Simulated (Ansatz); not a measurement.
Ti₂O: clamped-ion elastic tensor

The calculation used DFT PBEsol, scalar-relativistic, plane waves, PAW in Ansatz. Plane waves to 420 eV; Γ-centred k mesh 18×18×10; Fermi-Dirac smearing of 0.15 eV. No spin polarisation.

Relaxed structure:
```
Ti O
1.0
     2.95332    0.00000    0.00000
    -1.47666    2.55765    0.00000
     0.00000    0.00000    4.72922
Ti O
2 1
Direct
  0.66667 0.33333 0.26209
  0.33333 0.66667 0.73791
  0.00000 0.00000 0.00000
```

In a metal, frequencies and elastic constants depend on the k mesh and the smearing, soft modes and shear constants most. Spin polarisation was left out, and a magnetic state may lie lower. A semilocal functional can close a gap that the real compound has.

(1) Give the clamped-ion elastic constants (GPa, Voigt order xx yy zz yz xz xy, on the axes of the cell above).

(2) And the moduli of a polycrystal (Hill averages)?

Answers

(1)
```
374.2 110.5 117.6  41.6   0.0   0.0
110.5 374.2 117.6 -41.6   0.0   0.0
117.6 117.6 364.6   0.0   0.0   0.0
 41.6 -41.6   0.0 116.5   0.0   0.0
  0.0   0.0   0.0   0.0 116.5  41.6
  0.0   0.0   0.0   0.0  41.6 131.8
```

(2) B = 201 GPa, G = 118 GPa, E = 296 GPa, ν = 0.25.

Cost: 1 run of about 2.8 core-minutes, on Arm Neoverse V2 (shared hosts).